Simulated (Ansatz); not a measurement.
**TiO2: strain energy, fitted**

TiO2, I4_1/amd, a = 3.778 Å, c = 9.584 Å. The compound has several low-lying forms, and this is one of them. Ansatz: r2SCAN, PAW, 500 eV, Γ-centred 6×6×4 mesh on 12 atoms, Gaussian smearing 0.02 eV; no spin polarisation. Series: biaxial strain in the a-b plane, c and atoms relaxed; x is the strain in per cent. y is the free energy over the unstrained cell, V0 = 11.398 Å³/atom.

| x (%) | y (meV/atom) |
| --- | --- |
| -3.0 | ? |
| -2.0 | 8.48 |
| -1.0 | 2.14 |
| 0.0 | 0.00 |
| 1.0 | 2.14 |
| 2.0 | 8.57 |
| 3.0 | 19.28 |

Question: Fit y = c2 x² + c3 x³ to the other rows, turn c2 into a modulus, and predict the missing energy.

Answer: Least squares on the rows shown. y = 2.1301 x² + 0.0042581 x³. In eV per unit strain² c2 is 21.30; M is the biaxial modulus (E = M V0 ε²): 21.30 × 160.2 / (11.398) = 299 GPa. At x = -3.0 the fit asked for gives 19.06 meV/atom. The run gave 18.98 meV/atom, so the fit is 0.08 meV/atom too high, a small miss on the scale of the series.